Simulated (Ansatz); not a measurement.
The relaxed structure here is a generated cell of SiNi: the first start was made by a random draw of sites in a space group, and the end was not matched to a known phase here, so it may be hypothetical. Known forms of SiNi include space group No. 62.

One stationary structure of SiNi. Space group P3₁21 (No. 152). All values below come from r2SCAN (plane waves to 500 eV, PAW, scalar-relativistic; Ansatz, a first-principles code).

Space group P3₁21 (No. 152); a = b = 5.7616 Å, c = 2.6224 Å, α = β = 90.00°, γ = 120.00°

```
atom  site  symmetry       x       y       z
----  ----  --------  ------  ------  ------
Ni      3a       .2.  0.7651  0.7651  0.0000
Si      3b       .2.  0.4492  0.4492  0.5000
```

Q: Give the magnetic moment at the level r2SCAN.

A: Zero (the starting moments vanished).

No spin polarisation in the result: the starting moments vanished. A magnetic state may lie lower.

The run could not lose the symmetry of its start: the end is stationary, and may be a saddle point rather than a minimum.
